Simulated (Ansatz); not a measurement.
AlN:
```cif
data_Al4N4
_chemical_formula_sum 'Al4 N4'
_space_group_name_H-M_alt 'P 1'
_space_group_IT_number 1
_cell_length_a 5.28566
_cell_length_b 5.28566
_cell_length_c 3.09979
_cell_angle_alpha 90.000
_cell_angle_beta 90.000
_cell_angle_gamma 90.000
loop_
_space_group_symop_operation_xyz
  'x, y, z'
loop_
_atom_site_label
_atom_site_type_symbol
_atom_site_fract_x
_atom_site_fract_y
_atom_site_fract_z
_atom_site_occupancy
Al1 Al 0.32321 0.67679 0.00000 1
Al2 Al 0.67679 0.32321 0.00000 1
Al3 Al 0.82321 0.82321 0.50000 1
Al4 Al 0.17679 0.17679 0.50000 1
N1 N 0.31514 0.31514 0.00000 1
N2 N 0.68486 0.68486 0.00000 1
N3 N 0.18486 0.81514 0.50000 1
N4 N 0.81514 0.18486 0.50000 1
```

Relaxed with r²SCAN. DFT-r²SCAN in the program Ansatz with PAW potentials gives a gap of 4.48 eV.

What gap does HSE06 give on the same cell (Ansatz, PAW)?

5.20 eV, 0.72 eV more. The hybrid was solved on a coarser mesh and at special points; its gap is the smallest among all of these.

```tsv
k	v1 r²SCAN	c1 r²SCAN	v1 HSE06	c1 HSE06
Γ	-0.01	4.48	-0.01	5.20
Z	-1.54	6.74	…	…
M	-0.97	6.81	…	…
A	-0.99	5.90	…	…
R	-0.71	7.05	…	…
X	-0.64	6.54	-0.68	7.29
```

Top valence (v1) and lowest conduction level (c1) in eV from each method's valence maximum (which need not be a listed point): supply the withheld HSE06 values.


- A, v1 HSE06: -1.05
- A, c1 HSE06: 6.58
- Z, v1 HSE06: -1.65
- Z, c1 HSE06: 7.40
- M, v1 HSE06: -1.04
- M, c1 HSE06: 7.52
- R, v1 HSE06: -0.77
- R, c1 HSE06: 7.71

Cost on shared cores: the r²SCAN run (SCF on a 5×5×9 mesh, then bands and DOS) very roughly 50 core-seconds, the HSE06 run (SCF on 3×3×5, then a few points) about 2.7 core-minutes (a rough figure); the tasks are unlike.

Space group P4_2/mnm. The start of the workflow was typed in or built on a structure type; neither database checked (COD, Materials Project) lists it. It is not the phase usual at ambient conditions (space group No. 186, 216). The cell was relaxed with r²SCAN under the symmetry of its start; whether a distortion lowers the energy is not shown.

Potentials: the later of the program's two PAW sets.
